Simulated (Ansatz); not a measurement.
CaTaO3:
```xyz
5
Lattice="4.0053 0.0000 0.0000 0.0000 4.0053 0.0000 0.0000 0.0000 3.9909" Properties=species:S:1:pos:R:3 pbc="T T T"
Ta     2.0026     2.0026     2.0922
Ca     0.0000     0.0000     0.5390
O      0.0000     2.0026     2.0168
O      2.0026     0.0000     2.0168
O      2.0026     2.0026     0.0805
```

Relaxed with PBEsol. Special points in fractions of this cell's reciprocal vectors: Γ (0.000, 0.000, 0.000); X (0.000, 0.500, 0.000); M (0.500, 0.500, 0.000); Z (0.000, 0.000, 0.500); R (0.000, 0.500, 0.500); A (0.500, 0.500, 0.500).

### Question
List the band energies nearest the Fermi level at these points for plane-wave PAW PBEsol (Ansatz code).

### Answer
In eV from the Fermi level; about four levels below and three above (degenerate sets whole), none deeper than 8.9 eV; points with the same levels are listed once.

```csv
k,below,above
Γ,-4.66 -1.47 -1.02 -1.02,0.23 1.27 1.55
X,-5.76 -4.87 -4.83 -0.88,1.09 1.48 2.12
M,-5.91 -5.91 -5.38 -4.59,1.65 1.65 1.68
Z,-6.04 -4.98 -4.98 -1.14,1.76 1.76 2.43
R,-6.12 -5.98 -5.51 -4.20,1.63 1.72 1.99
A,-8.42 -8.42 -4.53 -4.20 -4.20,1.86 1.93 1.93
```

Space group P4mm. The start of the workflow was typed in or built on a structure type; neither database checked (COD, Materials Project) lists it. Whether it is the stable phase at ambient conditions was not checked. The PBEsol relaxation kept the symmetry of its start; its stability against distortions is not shown here. No spin polarisation was allowed. The volume moved by -22 % from the start of the relaxation. With an odd number of electrons in the cell and no spin polarisation, the count alone makes it a metal. Scalar-relativistic: spin–orbit coupling is off unless named, which matters more the heavier the elements.

Potentials: the earlier of the program's two PAW sets. The files were generated under PBE; for other functionals the program regenerates the frozen cores, and for LDA and PBEsol the local potential too.
